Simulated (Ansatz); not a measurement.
SiO$_{2}$: pressure against volume

SiO$_{2}$, P4_32_12, a = 4.983 Å, c = 6.920 Å. This isn't the usual stable structure of the compound. Ansatz: r2SCAN, PAW, 500 eV, Γ-centred 6×6×4 mesh on 12 atoms, Gaussian smearing 0.02 eV; no spin polarisation. Shape and atoms are relaxed at each volume; pressure is positive in compression.

```
V (Å³/atom) P (GPa)
     13.461     1.01
     13.890     0.48
     14.320     0.00
     14.750    -0.42
     15.179        ?
```

Problem. Take V0 = 14.320 Å³/atom, fit the third-order Birch–Murnaghan form to the other rows, and predict the missing pressure.

Solution. With the Eulerian strain f = ½[(V0/V)^(2/3) − 1] and y = P/[3f(1 + 2f)^(5/2)], the form is the line y = B0 + 1.5 B0 (B0′ − 4) f. Rows (f, y): 0.02105, 14.43; 0.01027, 14.81; -0.00977, 15.05. Means f = 0.007183, y = 14.763; Σ(Δf)² = 0.0004892, ΣΔfΔy = -0.009338; the slope is their ratio. y = 14.90 − 19.09 f GPa, so B0 = 14.9 GPa and B0′ = 4 + 2 × (-19.09)/(3 × 14.90) = 3.15. At V = 15.179, f = -0.01905, y = 15.264 and P = -0.79 GPa. The run gave -0.78 GPa, so the fit is 0.01 GPa too low, a small miss on the scale of the series. The form still works here, 33 % of the fitted range beyond its end.